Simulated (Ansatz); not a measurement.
YIn under pressure

These are results of DFT LDA, scalar-relativistic, plane waves, PAW in Ansatz 0.2.0, not measurements. Settings: 420 eV plane-wave cutoff, Γ-centred 12×12×12 mesh, Fermi-Dirac smearing of 0.15 eV. No spin polarisation. Phonons by linear response, acoustic sum rule imposed.

The cell, relaxed at this level:
```
Y In
1.0
     3.66709    0.00000    0.00000
     0.00000    3.66709    0.00000
     0.00000    0.00000    3.66709
Y In
1 1
Direct
  0.50000 0.50000 0.50000
  0.00000 0.00000 0.00000
```

In a metal, frequencies and elastic constants depend on the k mesh and the smearing, soft modes and shear constants most.

Optical modes at Γ (cm⁻¹) at zero pressure: 137.

Question: Under hydrostatic pressure the same modes lie at 147 cm⁻¹. What is the pressure, and how much has the cell shrunk?

Answer: 3 GPa; the volume is 3.9 % smaller.